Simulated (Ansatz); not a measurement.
# A trial form of B2C3

Theory: DFT PBE, scalar-relativistic, plane waves, PAW (Ansatz). Cutoff 420 eV, Gaussian smearing, Γ-centred meshes. Cell and atoms relax first on a coarse mesh and then on a finer one. In between, the cell is made exact in the group found at 0.06 Å. In metals the finer mesh still leaves noise of several meV/atom or more. The steps can't lower the symmetry of their start. No spin polarisation in the relaxation; trial moments died out in a coarse test.

The cell of B2C3 is invented: random cell by space group and Wyckoff sites (P4/mmm, No. 123). The dimensions are guesses.

```cif
data_structure
_symmetry_space_group_name_H-M 'P4/mmm'
_symmetry_Int_Tables_number 123
_cell_length_a 3.2705
_cell_length_b 3.2705
_cell_length_c 5.7097
_cell_angle_alpha 90.000
_cell_angle_beta 90.000
_cell_angle_gamma 90.000
_cell_volume 61.07
loop_
_atom_site_label
_atom_site_type_symbol
_atom_site_symmetry_multiplicity
_atom_site_Wyckoff_symbol
_atom_site_fract_x
_atom_site_fract_y
_atom_site_fract_z
_atom_site_occupancy
B1 B 2 f 0.00000 0.50000 0.00000 1
C1 C 2 e 0.00000 0.50000 0.50000 1
C2 C 1 b 0.00000 0.00000 0.50000 1
```

Formation energies are uncorrected and refer to the elements' standard structures at the same level.

Task: Which structure results?

Result: The symmetry stays P4/mmm (No. 123). The volume per atom shrinks by 14.4 %, from 12.2 to 10.5 Å³. The shortest distance goes from 1.64 Å (C–C) to 1.41 Å (B–C). The ratio c/a of the conventional cell changes by a factor of 0.38. The energy falls by about 1.4 eV/atom (the start's value is from the coarse mesh). Conventional cell: a = 4.303 Å, c = 2.825 Å. B has 2 C at 1.41 Å and 4 C at 2.57 Å; around C on a site of symmetry mmm lie 2 B at 1.41 Å and 2 C at 2.15 Å; C on a site of symmetry 4/mmm has 4 C at 2.15 Å, 8 B at 2.57 Å and 2 C at 2.83 Å (long against covalent radii, as for large ions).

```
CELL_PARAMETERS angstrom
4.30259 0.00000 0.00000
0.00000 4.30259 0.00000
0.00000 0.00000 2.82529
ATOMIC_POSITIONS crystal
B 0.00000 0.50000 0.00000
B 0.50000 0.00000 0.00000
C 0.00000 0.50000 0.50000
C 0.50000 0.00000 0.50000
C 0.00000 0.00000 0.50000
```

Task: Give its energy and gap.

Result: The formation energy is +1.83 eV/atom. The gap on the 10×10×14 mesh of the 5-atom cell is 0 eV (a metal).

The separate elements lie lower, so it is unstable against them.

The last run used Gaussian smearing of 0.10 eV. No dispersion correction is applied, so the spacing and binding between layers, chains or molecules are poorly described. The reference form of C is held partly by dispersion forces, which this level lacks. Symmetry constrained the relaxation, so the result can be a saddle point. In all, the 4 runs took 2.9 min on 1 thread of Intel(R) Xeon(R) Processor @ 2.50GHz (Skylake/Cascade Lake), with other jobs on the host. Another cell of B2C3 relaxed alike, in P-3m1, lies 1.46 eV/atom lower, so this cell isn't the stable form at this level.
